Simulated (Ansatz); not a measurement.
MgZnO₂:
```
MgZnO2
1.0
    3.26663     0.00000     0.00000
   -1.63332     2.82899     0.00000
    0.00000     0.00000     5.13829
Mg Zn O
1 1 2
Direct
  0.33333   0.66667   0.49699
  0.66667   0.33333   0.00261
  0.33333   0.66667   0.88324
  0.66667   0.33333   0.38915
```

Relaxed with HSE06.

Give the Bader charges and basin volumes of the independent atoms, DFT-HSE06 in the program Ansatz with PAW potentials.



| atom | Bader charge (e) | Bader volume (Å³) |
|---|---|---|
| Mg1 | +1.73 | 5.1 |
| Zn2 | +1.28 | 10.5 |
| O3 | -1.40 | 14.8 |
| O4 | -1.60 | 17.1 |

Space group P3m1. The workflow started from a Materials Project entry (that database holds measured and hypothetical structures alike); the Crystallography Open Database copy checked does not list it. With Mg and Zn taken as one species the cell has the higher symmetry P6_3mc, so it may be an ordered model of a mixed-site phase. Its standing as an ambient phase is unchecked. The cell was relaxed with HSE06 under the symmetry of its start; whether a distortion lowers the energy is not shown.

Potentials: the later of the program's two PAW sets.
